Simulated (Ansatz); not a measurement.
Cu, DFT, PBEsol, all-electron LAPW, scalar-relativistic (Ansatz 0.2.0), run on 1 thread of Arm Neoverse V1 on a shared host.

The cell comes from COD entry 5000216, which wasn't checked; take it as a given geometry. The listed cell was then made from it by scaling, straining or moving an atom.

Command: `ansatz run input.yaml --threads 1 --pin off --max-ram 3072MiB --backend cpu --events-out ev --progress --plain --runs-dir out`

```yaml
crystal:
  lattice:
    - [0.018075, 1.8165375, 1.8165375]
    - [1.8165375, 0.018075, 1.8165375]
    - [1.8165375, 1.8165375, 0.018075]
  atoms:
    - { symbol: Cu, position: [0.0, 0.0, 0.0] }
kpoints:
  mp_grid: { grid: [19, 19, 19] }
  band_path:
    path:
      - [0.0, 0.0, 0.0]
      - [0.5, 0.5, 0.5]
      - [0.247543133, 0.5, 0.752456867]
      - [-0.247543133, 0.247543133, 0.5]
      - [0.0, 0.0, 0.5]
      - [0.0, 0.0, 0.0]
      - [-0.3737715665, 0.0, 0.3737715665]
      - [0.0, 0.3737715665, 0.6262284335]
      - [0.0, 0.5, 0.5]
    npoints: 5
scf:
  occupations: { method: fermi_dirac, width: 0.08 }
hamiltonian:
  xc: pbesol
  pseudopotentials: { kind: all_electron, lapw: { basis_error: 0.00025 } }
output:
  forces: true
  stress: true
  eigenvalues: true
```

Problem. How large is the problem that the program sets up?

Solution. 670 irreducible k-points, 169 plane waves at Γ, 14 bands.

Problem. About how long does it take, and how much memory does it use?

Solution. 58 s of wall time for 7 SCF iterations, with a peak of 0.81 GiB. Times on shared machines scatter by tens of per cent.
